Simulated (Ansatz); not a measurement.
C:
```yaml
crystal:
  lattice:
    - [4.43572, 0.00000, 0.00000]
    - [-2.21786, 3.84144, 0.00000]
    - [0.00000, 0.00000, 2.51964]
  atoms:
    - { symbol: C, position: [0.44797, 0.89595, 0.25000] }
    - { symbol: C, position: [0.10405, 0.55203, 0.25000] }
    - { symbol: C, position: [0.44797, 0.55203, 0.25000] }
    - { symbol: C, position: [0.55203, 0.10405, 0.75000] }
    - { symbol: C, position: [0.89595, 0.44797, 0.75000] }
    - { symbol: C, position: [0.55203, 0.44797, 0.75000] }
```

Relaxed with PBEsol. Independent-particle spectrum: no excitons, no local fields, no scissors shift; 0.1 eV broadening; ε₁ of the summed bands alone.

Q: Tabulate the dielectric function from plane-wave PAW PBEsol (Ansatz code).

A: 

| E (eV) | ε₁ xx | ε₂ xx | ε₁ zz | ε₂ zz |
|---|---|---|---|---|
| 0.0 | 6.34 | 0.00 | 4.54 | 0.00 |
| 0.3 | 6.35 | 0.00 | 4.54 | 0.00 |
| 0.6 | 6.39 | 0.00 | 4.55 | 0.00 |
| 0.9 | 6.47 | 0.00 | 4.56 | 0.00 |
| 1.2 | 6.58 | 0.00 | 4.58 | 0.00 |
| 1.5 | 6.75 | 0.00 | 4.61 | 0.00 |
| 1.8 | 7.02 | 0.00 | 4.64 | 0.00 |
| 2.1 | 7.56 | 0.01 | 4.69 | 0.00 |
| 2.4 | 8.17 | 1.11 | 4.74 | 0.00 |
| 2.7 | 7.72 | 1.71 | 4.80 | 0.01 |
| 3.0 | 7.42 | 1.96 | 4.88 | 0.01 |
| 3.3 | 7.26 | 2.13 | 4.96 | 0.03 |
| 3.6 | 7.16 | 2.28 | 5.05 | 0.05 |
| 3.9 | 7.11 | 2.43 | 5.15 | 0.08 |
| 4.2 | 7.08 | 2.60 | 5.26 | 0.11 |
| 4.5 | 7.07 | 2.78 | 5.38 | 0.15 |
| 4.8 | 7.09 | 2.98 | 5.52 | 0.20 |
| 5.1 | 7.14 | 3.21 | 5.67 | 0.26 |
| 5.4 | 7.22 | 3.49 | 5.84 | 0.33 |
| 5.7 | 7.34 | 3.83 | 6.03 | 0.41 |
| 6.0 | 7.56 | 4.30 | 6.24 | 0.52 |
| 6.3 | 7.78 | 5.40 | 6.49 | 0.66 |
| 6.6 | 6.59 | 6.29 | 6.78 | 0.84 |
| 6.9 | 6.22 | 6.30 | 7.09 | 1.09 |
| 7.2 | 5.82 | 6.89 | 7.44 | 1.45 |
| 7.5 | 4.96 | 7.95 | 7.76 | 1.94 |
| 7.8 | 3.66 | 6.79 | 8.15 | 2.38 |
| 8.1 | 4.05 | 6.79 | 8.83 | 3.44 |
| 8.4 | 3.16 | 8.29 | 8.18 | 6.25 |
| 8.7 | 1.22 | 7.43 | 5.06 | 5.95 |
| 9.0 | 1.36 | 6.10 | 5.21 | 4.11 |
| 9.3 | 1.46 | 5.94 | 6.22 | 4.77 |
| 9.6 | 1.04 | 5.53 | 4.75 | 3.89 |
| 9.9 | 1.05 | 5.16 | 6.44 | 3.49 |
| 10.2 | 1.23 | 4.74 | 6.95 | 4.21 |
| 10.5 | 1.99 | 4.82 | 7.90 | 5.16 |
| 10.8 | 0.54 | 6.29 | 8.01 | 7.16 |
| 11.1 | 0.28 | 5.19 | 6.66 | 8.75 |
| 11.4 | 0.66 | 4.84 | 5.94 | 8.59 |
| 11.7 | 0.01 | 4.58 | 5.55 | 9.16 |
| 12.0 | 0.68 | 4.25 | 5.06 | 14.25 |

Q: From ε at 2.5 eV (xx: 8.00 + 1.39i), find n, k, the normal reflectivity and the absorption coefficient.

A: n = 2.84, k = 0.245, R = 23 %, α = 2kE/ħc = 62000 cm⁻¹.

With all bands, ε∞ without local fields is 6.48 (xx = yy), 4.66 (zz). DFPT, with local fields, gives 6.08 (xx = yy), 4.56 (zz).

Space group P6_3/mmc. The start of the workflow was typed in or built on a structure type. Its sites differ from those of the usual phase in this space group: another stacking or structure type. Symmetry was held in the PBEsol relaxation; whether a distortion lowers the energy is not shown.

Potentials: the later of the program's two PAW sets.
